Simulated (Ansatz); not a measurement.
Y2MgSi2 in space group P4/mbm (No. 127; Y on 4h, Mg on 2a, Si on 4g), PBE (plane waves, PAW; program Ansatz), all energies at zero smearing, with the estimated change up to a 700 eV cutoff added, with one set of potentials and settings (totals compare only within such a set). Cell of 10 atoms (4 Y, 2 Mg, 4 Si): -21792.922 eV.

```
element                reference phase  E (eV/atom)
-------  -----------------------------  -----------
Y        P6_3/mmc, 2 atoms in the cell   -3848.6668
Mg       P6_3/mmc, 2 atoms in the cell   -1923.8026
Si          Fd-3m, 2 atoms in the cell    -635.8096
```

Formation energy per atom, worked out: (-21792.922 − 4×(-3848.6668) − 2×(-1923.8026) − 4×(-635.8096))/10 = -0.741 eV/atom (-72 kJ per mol of atoms), at 0 K, without zero-point energy or fitted corrections.

The first step of the workflow began from a Materials Project structure, measured or hypothetical; the Crystallography Open Database copy checked does not list it. Its standing as an ambient phase is unchecked. Symmetry was held in the PBE relaxation; whether a distortion lowers the energy is not shown. No spin polarisation was allowed. The references are the lowest solids computed at this level, not always the standard phases.

Potentials: the later of the program's two PAW sets.
